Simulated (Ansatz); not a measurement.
Y$_{2}$CN$_{2}$O$_{2}$:
```
CELL_PARAMETERS angstrom
      3.70768     0.00000     0.00000
     -1.85384     3.21094     0.00000
      0.00000     0.00000     8.18025
ATOMIC_POSITIONS crystal
  Y  0.33333 0.66667 0.67743
  Y  0.66667 0.33333 0.32257
  C  0.00000 0.00000 0.00000
  N  0.00000 0.00000 0.14997
  N  0.00000 0.00000 0.85003
  O  0.33333 0.66667 0.39671
  O  0.66667 0.33333 0.60329
```

Relaxed with r²SCAN. Special points in fractions of this cell's reciprocal vectors: Γ (0.000, 0.000, 0.000); M (0.500, 0.000, 0.000); K (0.333, 0.333, 0.000); A (0.000, 0.000, 0.500); L (0.500, 0.000, 0.500); H (0.333, 0.333, 0.500).

List the band energies nearest the valence-band maximum at these points for plane-wave PAW r²SCAN (Ansatz code).

In eV from the valence-band maximum; about four levels below and three above (degenerate sets whole), none deeper than 8.9 eV; points with the same levels are listed once.

```json
[
 {"k": "Γ", "below": "-2.22 -2.22 -0.75 -0.01 -0.01", "above": "4.37 5.75 6.10 6.10"},
 {"k": "M", "below": "-1.56 -1.11 -0.57 -0.35", "above": "5.21 5.71 6.06"},
 {"k": "K", "below": "-1.59 -1.59 -0.85 -0.50 -0.50", "above": "4.63 5.98 5.98"},
 {"k": "A", "below": "-2.58 -2.58 -0.88 -0.03 -0.03", "above": "4.55 5.84 6.12 6.12"},
 {"k": "L", "below": "-1.15 -1.10 -0.84 -0.52", "above": "5.25 6.15 6.21"},
 {"k": "H", "below": "-1.81 -1.81 -0.86 -0.72 -0.72", "above": "4.70 6.10 6.24 6.24"}
]
```

Space group P-3m1. The workflow started from a Materials Project entry (that database holds measured and hypothetical structures alike); the Crystallography Open Database copy checked does not list it. Whether it is the stable phase at ambient conditions was not checked. The r²SCAN relaxation kept the symmetry of its start; its stability against distortions is not shown here. The run is not spin-polarised. Scalar-relativistic: spin–orbit coupling is off unless named, which matters more the heavier the elements.

Potentials: the later of the program's two PAW sets.
